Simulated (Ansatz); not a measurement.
Q: Y (hcp (Mg type), P6_3/mmc) is relaxed with DFT-r²SCAN in the program Ansatz with PAW potentials. What lattice parameters of the conventional cell result?

A: a = 3.686 Å, c = 5.693 Å.

The r²SCAN relaxation kept the symmetry of its start. No spin polarisation was allowed. Axis ratios of metals converge slowly with the k-mesh, so a and c are less sure than the volume.

Potentials: the earlier of the program's two PAW sets.
